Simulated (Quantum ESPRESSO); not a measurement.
Band energies of KHgF3

```
KHgF3
1.0
    3.20196    -3.20810     0.00000
    3.20196     3.20810     0.00000
    0.00000     0.00000     4.52439
F K Hg
3 1 1
Direct
  0.00000   0.50000   0.00000
  0.50000   0.00000   0.00000
  0.50000   0.50000   0.50000
  0.00000   0.00000   0.50000
  0.50000   0.50000   0.00000
```

norm-conserving PBEsol (Quantum ESPRESSO, 84 Ry, with spin-orbit coupling); path ΓXSRAZΓYX1A1TY,ZT; energies in eV from the valence-band maximum.

```
k (1/Å)  point  band 50  band 51  band 52  band 53  band 54  band 55  band 56  band 57
-------  -----  -------  -------  -------  -------  -------  -------  -------  -------
0.00         Γ    -2.66     0.30     0.30     6.38     6.38     7.27     7.27     7.28
0.39              -1.74     1.62     1.62     6.53     6.53     7.44     7.44     7.72
0.78              -0.27     3.78     3.78     6.63     6.63     7.16     7.16     8.10
0.98         X    -0.02     4.24     4.24     6.72     6.72     7.25     7.25     7.57
1.44              -1.35     3.14     3.14     5.73     5.73     8.02     8.02     8.21
1.67         S    -1.92     2.95     2.95     5.52     5.52     7.88     7.88     8.48
1.90              -1.34     3.14     3.14     5.74     5.74     8.02     8.02     8.22
2.37         R    -0.01     4.25     4.25     6.72     6.72     7.25     7.25     7.57
2.60              -0.01     4.39     4.39     6.55     6.55     7.08     7.08     7.79
3.06         A     0.00     5.52     5.52     5.88     5.88     6.61     6.61     6.62
3.55              -0.63     3.79     3.79     6.24     6.24     7.49     7.49     8.20
3.87              -1.66     3.06     3.06     5.64     5.64     7.97     7.97     8.38
4.04         Z    -1.92     2.97     2.97     5.53     5.53     7.89     7.89     8.47
4.38              -2.23     1.46     1.46     6.29     6.29     7.57     7.57     7.70
4.73         Γ    -2.66     0.30     0.30     6.38     6.38     7.27     7.27     7.28
5.22              -1.32     2.18     2.18     6.56     6.56     7.44     7.44     7.96
5.55              -0.19     3.91     3.91     6.66     6.66     7.14     7.14     8.00
5.71         Y    -0.02     4.24     4.24     6.72     6.72     7.25     7.25     7.57
5.71        X1    -0.02     4.24     4.24     6.72     6.72     7.25     7.25     7.57
5.88              -0.02     4.32     4.32     6.62     6.62     7.14     7.14     7.69
6.23              -0.01     5.06     5.06     6.12     6.12     6.70     6.70     7.04
6.40        A1     0.00     5.52     5.52     5.88     5.88     6.61     6.61     6.62
6.40         T     0.00     5.52     5.52     5.88     5.88     6.61     6.61     6.62
6.58              -0.01     5.06     5.06     6.12     6.12     6.70     6.70     7.04
6.93              -0.02     4.32     4.32     6.62     6.62     7.14     7.14     7.69
7.10         Y    -0.02     4.24     4.24     6.72     6.72     7.25     7.25     7.57
7.10         Z    -1.92     2.97     2.97     5.53     5.53     7.89     7.89     8.47
7.26              -1.66     3.06     3.06     5.64     5.64     7.97     7.97     8.37
7.59              -0.63     3.80     3.80     6.24     6.24     7.48     7.48     8.21
8.08         T     0.00     5.52     5.52     5.88     5.88     6.61     6.61     6.62
```

The PBEsol gap is indirect, 0.30 eV, from A to Γ; the smallest direct gap is 2.96 eV. Another valence extremum on the path lies within 0.02 eV, too close to call.

Geometry of the Materials Project entry, not relaxed at this level.

Letters of k points follow the standard setting of the lattice, whose axes may be ordered differently from the printed cell.
